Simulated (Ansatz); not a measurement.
Sc (hcp, Mg type), conventional cell a = 3.3194 Å, b = 3.3194 Å, c = 5.1664 Å, α = 90.00°, β = 90.00°, γ = 120.00°. The calculation uses the primitive cell of 2 atoms, to which meshes and values per cell refer.

E(V) scan at fixed shape, V₀ the volume above. Symmetry pins the atoms to their sites.

Computed with PBE (plane waves to 420 eV, PAW, scalar-relativistic; Ansatz, a quantum-chemistry and plane-wave program). k mesh 16×16×9 (Γ-centred), Fermi-Dirac smearing 0.05 eV. The energy includes the smearing's −TS. With the shape held, the modulus is that of even scaling; a crystal free to change shape is softer. Sc is run without spin polarisation. Sc was relaxed with its symmetry unable to fall. ΔE is measured from the relaxed starting cell. The last digit holds for this mesh only.

```tsv
V (Å³/atom)	ΔE (meV/atom)
23.171	16.4
23.467	10.3
23.762	5.7
24.058	2.5
24.354	0.6
24.650	0.0
24.946	0.6
25.241	2.3
25.537	5.2
25.833	9.0
26.129	13.8
```

Question: What is the fitted pressure derivative B₀′?

Answer: 3.4.

Question: What bulk modulus at fixed cell shape B₀ follows from a third-order Birch-Murnaghan fit?

Answer: 54.3 GPa.

(Under strain, the slope of the energy per volume gives the stress and its curvature an elastic modulus.)
